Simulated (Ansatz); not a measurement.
SrVO₃ (cubic perovskite, space group No. 221), the program Ansatz at the PBEsol level (PAW), all energies at zero smearing, with the estimated change up to a 700 eV cutoff added, with one set of potentials and settings (totals compare only within such a set). Cell of 5 atoms (1 Sr, 1 V, 3 O): -8066.738 eV.

```
element                            reference phase  E (eV/atom)
-------  -----------------------------------------  -----------
Sr                      Fm-3m, 1 atoms in the cell   -3492.2134
V                       Im-3m, 1 atoms in the cell   -2885.2930
O        C2/m, 4 atoms in the cell, spin-polarised    -558.3554
```

Formation energy per atom, worked out: (-8066.738 − 1×(-3492.2134) − 1×(-2885.2930) − 3×(-558.3554))/5 = -2.833 eV/atom (-273 kJ per mol of atoms), at 0 K, without zero-point energy or fitted corrections.

Space group Pm-3m (cubic perovskite). The PBEsol relaxation kept the symmetry of its start. The workflow began spin-polarised and lost its moments. No Hubbard U is applied. The references are the lowest solids computed at this level, not always the standard phases (solids in place of the gases).

Potentials: the later of the program's two PAW sets.
